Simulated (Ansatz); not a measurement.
PbS:
```
PbS
1.0
    4.22526     0.00000     0.00000
    0.00000     5.97137     0.00000
    0.00000     0.00000     4.22527
Pb S
2 2
Direct
  0.50000   0.50000   0.24992
  0.00000   0.00000   0.75008
  0.00000   0.50000   0.75008
  0.50000   0.00000   0.24992
```

Relaxed with r²SCAN. Special points in fractions of this cell's reciprocal vectors: Γ (0.000, 0.000, 0.000); X (0.500, 0.000, 0.000); S (0.500, 0.500, 0.000); Y (0.000, 0.500, 0.000); Z (0.000, 0.000, 0.500); U (0.500, 0.000, 0.500); R (0.500, 0.500, 0.500); T (0.000, 0.500, 0.500).

Q: List the band energies nearest the valence-band maximum at these points for DFT-r²SCAN with spin–orbit coupling in the program Ansatz with PAW potentials.

A: In eV from the valence-band maximum; about four levels below and three above (degenerate sets whole), none deeper than 8.9 eV; points with the same levels are listed once.

| k | below | above |
|---|---|---|
| Γ | -2.17 -2.17 -2.16 -2.16 | 3.69 3.69 4.27 4.27 |
| X | -0.82 -0.82 -0.82 -0.82 | 1.29 1.29 1.29 1.29 |
| S | 0.00 0.00 0.00 0.00 | 0.20 0.20 0.20 0.20 |
| Y | -1.73 -1.73 -1.73 -1.73 | 2.34 2.34 2.34 2.34 |
| U | -3.35 -3.35 -3.35 -3.35 | 4.28 4.28 4.28 4.28 |
| R | -1.08 -1.08 -1.08 -1.08 | 2.19 2.19 2.19 2.19 |

Space group Fm-3m (rock salt). The r²SCAN relaxation kept the symmetry of its start. Point labels and valley counts follow the cell and symmetry of the run, lower than the named group.

Potentials: the later of the program's two PAW sets.
